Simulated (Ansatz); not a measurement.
Computed with DFT PBE, scalar-relativistic, plane waves, PAW (Ansatz 0.2.0). All cells share a 420 eV cutoff and Γ-centred k meshes spaced about 0.3 Å⁻¹ or finer (0.25 for metals, 2π included). Collinear spin in cells that started with moments and kept them past the coarse steps, no spin elsewhere.

Temperature and zero-point effects are left out. All come from trial cells, and lower structures may exist.

Problem. These unrelaxed guesses for B4N3 are each relaxed within their symmetry. Order them by the energy at which they end, lowest first.
1.

Space group P-6m2 (No. 187). a = 4.900 Å, b = 4.900 Å, c = 3.100 Å, α = 90.00°, β = 90.00°, γ = 120.00°
```
atom  site  symmetry       x       y       z
   B    3j       mm2  0.5000  0.0000  0.0000
   B    1a      -6m2  0.0000  0.0000  0.0000
   N    3j       mm2  0.1667  0.8333  0.0000
```

2.

Space group P-43m (No. 215). a = 3.754 Å, b = 3.754 Å, c = 3.754 Å, α = 90.00°, β = 90.00°, γ = 90.00°
```tsv
atom	site	symmetry	x	y	z
B	4e	.3m	0.7500	0.2500	0.7500
N	3c	-42.m	0.5000	0.5000	0.0000
```

3.

Space group P-62m (No. 189). a = 4.350 Å, b = 4.350 Å, c = 3.600 Å, α = 90.00°, β = 90.00°, γ = 120.00°
```json
{"atom": "B", "site": "3g", "symmetry": "m2m", "x": "0.6667", "y": "0.6667", "z": "0.5000"}
{"atom": "B", "site": "1a", "symmetry": "-62m", "x": "0.0000", "y": "0.0000", "z": "0.0000"}
{"atom": "N", "site": "3g", "symmetry": "m2m", "x": "0.0000", "y": "0.6667", "z": "0.5000"}
```

Solution. 1 (ends in P-6m2, 0 meV/atom), 2 (ends in P-43m, 22 meV/atom), 3 (ends in P-62m, 173 meV/atom).

No dispersion correction is applied, so the spacing and binding between layers, chains or molecules are poorly described (P-6m2, P-62m), and this can change margins and order among such cells. In P-6m2, P-43m an odd number of electrons in the primitive cell allows no gap without spin; a larger cell or a magnetic state could open one. The magnetic state reached may not be the lowest. With atoms moved at random, P-6m2 (by 34 meV/atom) fell into a lower structure; P-43m came back. Without a clear test, and held by symmetry: P-62m. Some structure types and database cells were kept out of the candidates from the start, so a known form may be missing.
